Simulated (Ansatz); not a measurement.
Collinear states of Mn$_{3}$SiB

The calculation used DFT PBE, scalar-relativistic, plane waves, PAW in Ansatz 0.2.0.

```xyz
5
Lattice="3.8064 0.0000 0.0000 0.0000 3.8064 0.0000 0.0000 0.0000 3.8064" Properties=species:S:1:pos:R:3 pbc="T T T"
Si    0.0000    0.0000    0.0000
B     1.9032    1.9032    1.9032
Mn    1.9032    1.9032    0.0000
Mn    1.9032    0.0000    1.9032
Mn    0.0000    1.9032    1.9032
```

| Item | Value |
| --- | --- |
| plane-wave cutoff | 420 eV |
| Γ-centred k-mesh | 10×10×10 |
| occupation rule | Gaussian smearing, 0.1 eV |
| list of starting moments (μB, in atom order) | 0 0 4 4 4 |
| check for lower electronic states after the SCF | off |

Each order was relaxed in cell and atoms. A propagation vector, in units of the reciprocal vectors, doubles the cell, which takes an equally dense mesh. Site moments are spin moments in atom-centred spheres that scale with the neighbour distance. The states are those that the runs reached from these starts; a lower one can exist.

**Question.** Starts tried: no spin; ferromagnetic; antiferromagnetic, doubled cell, propagation vector (1/2, 1/2, 1/2). Which state comes out lowest, and what are the moments?

**Answer.** The lowest state is antiferromagnetic, reached from the start “antiferromagnetic, doubled cell, propagation vector (1/2, 1/2, 1/2)”, with site moments (μB) Mn +1.47 (×3), Mn -1.47 (×3). The next state lies only 0.76 meV/atom higher, which mesh, smearing and relaxation can turn, so the order isn't settled.

| start | ends | energy above lowest (meV/atom) | site moments (μB) | gap on mesh (eV) | volume (Å³/atom) |
| --- | --- | --- | --- | --- | --- |
| no spin | non-magnetic | 107 | none over 0.05 | metal | 10.80 |
| ferromagnetic | ferromagnetic | 0.76 | Si -0.11, B -0.07, Mn +1.17 (×3) | metal | 11.03 |
| antiferromagnetic, doubled cell, propagation vector (1/2, 1/2, 1/2) | antiferromagnetic | 0.00 | Mn +1.47 (×3), Mn -1.47 (×3) | metal | 11.28 |

Cost: 3 runs of about 12 core-minutes in all, on Intel Xeon Processor @ 2.50GHz (Skylake/Cascade Lake) (shared hosts).